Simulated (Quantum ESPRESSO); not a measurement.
Zr3TiO8, a curve over strain

A calculation, not a measurement. The program is pw.x of Quantum ESPRESSO 7.5 (plane-wave density functional theory). The cell is made up: 12 atoms on a fluorite lattice, with randomly drawn elements, strain and displacements, not relaxed. PseudoDojo standard norm-conserving files (v0.5 for PBE, v0.4.1 for LDA and PBEsol) set the functional; there is no spin polarisation, spin-orbit coupling or dispersion term, and the masses in the input are unused placeholders.

Seven runs add a strain to one cell (along z); the atoms follow the cell and are not relaxed. Stress in the table is positive in tension.

Input of the run at +0.0065:

```
&control calculation='scf', pseudo_dir='./dojo.nc.sr.pbe.v0_5.standard.upf', outdir='./o', disk_io='medium', tprnfor=.true., tstress=.true. /
&system ibrav=0, nat=12, ntyp=3, nbnd=54, ecutwfc=84.00895049, nosym=.true., tot_charge=0,
 occupations='smearing', smearing='fd', degauss=0.0018374661
/
&electrons conv_thr=7.350e-09, electron_maxstep=60, /
ATOMIC_SPECIES
O 1.0 O.upf
Ti 1.0 Ti.upf
Zr 1.0 Zr.upf
CELL_PARAMETERS angstrom
5.1452 0.0 0.0
0.0 5.1452 0.0
0.0 0.0 5.1786
ATOMIC_POSITIONS angstrom
Zr -0.0165 -0.0341 0.0081
Zr -0.0594 2.4939 2.5195
Zr 2.4332 -0.0653 2.5795
Ti 2.5039 2.5895 0.0886
O 1.2583 1.2814 1.1792
O 1.2261 1.3109 3.9779
O 1.1765 3.905 1.4007
O 1.3053 3.8103 3.9199
O 3.8698 1.2434 1.3946
O 3.9624 1.3476 3.9203
O 3.9567 3.8068 1.1934
O 4.0249 3.8295 3.773
K_POINTS automatic
4 4 4 1 1 1
```

| added strain | free energy less that of the input shown (eV) | stress xx (GPa) | stress yy (GPa) | stress zz (GPa) | stress xy (GPa) | pressure (GPa) | iterations |
| --- | --- | --- | --- | --- | --- | --- | --- |
| -0.0244 | -0.0525 | 5.56 | 5.41 | -5.50 | -3.12 | -1.82 | 17 |
| -0.0201 | -0.0690 | 5.92 | 5.80 | -3.32 | -3.01 | -2.80 | 18 |
| -0.0172 | -0.0751 | 6.16 | 6.06 | -1.88 | -2.94 | -3.45 | 18 |
| -0.0132 | -0.0788 | 6.47 | 6.41 | 0.09 | -2.84 | -4.32 | 18 |
| -0.0105 | -0.0768 | 6.68 | 6.63 | 1.40 | -2.77 | -4.90 | 19 |
| +0.0065 | 0.0000 | 7.85 | 7.92 | 9.25 | -2.36 | -8.34 | 18 |
| +0.0155 | 0.0859 | 8.39 | 8.51 | 13.18 | -2.15 | -10.03 | 18 |

A cubic fit gives a slope of stress zz against the added strain of 458 GPa at zero added strain, with the atoms clamped. Across the table the free energy follows the integral of the stress to within 1.4 meV. A rerun of one of the cells at 1467 eV and a 6 x 6 x 6 mesh moved values by no more than 0.002 eV in energy, 0.05 GPa in stress and 0.004 eV/Å in force.